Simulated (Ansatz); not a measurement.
NbAg (rock salt, Fm-3m) under volume change, PBEsol in the plane-wave PAW code Ansatz, scaled uniformly.

```
V (Å³/atom)  E − E(relaxed) (meV/atom)  P (GPa)
-----------  -------------------------  -------
17.725                            79.6    15.89
18.309                            33.3     9.67
18.894                             ___      ___
19.478                             0.0     0.00
20.063                             ___      ___
20.647                            26.4    -6.85
21.231                            56.4    -9.48
```

Q: Complete the blanks.

A: 
- 20.063, E − E(relaxed) (meV/atom): 7.0
- 20.063, P (GPa): -3.72
- 18.894, E − E(relaxed) (meV/atom): 7.8
- 18.894, P (GPa): 4.42

Q: What does a third-order Birch–Murnaghan fit give for V₀, B₀ and B′?

A: V₀ = 19.48 Å³/atom, B₀ = 135 GPa, B′ = 4.7.

The start of the workflow was typed in or built on a structure type; neither database checked (COD, Materials Project) lists it. Whether it is the stable phase at ambient conditions was not checked. Symmetry was held in the PBEsol relaxation. At this level the phase is mechanically unstable. The run is not spin-polarised. Its formation energy is positive at this level, so the cell may be metastable or incomplete.

Potentials: the later of the program's two PAW sets.
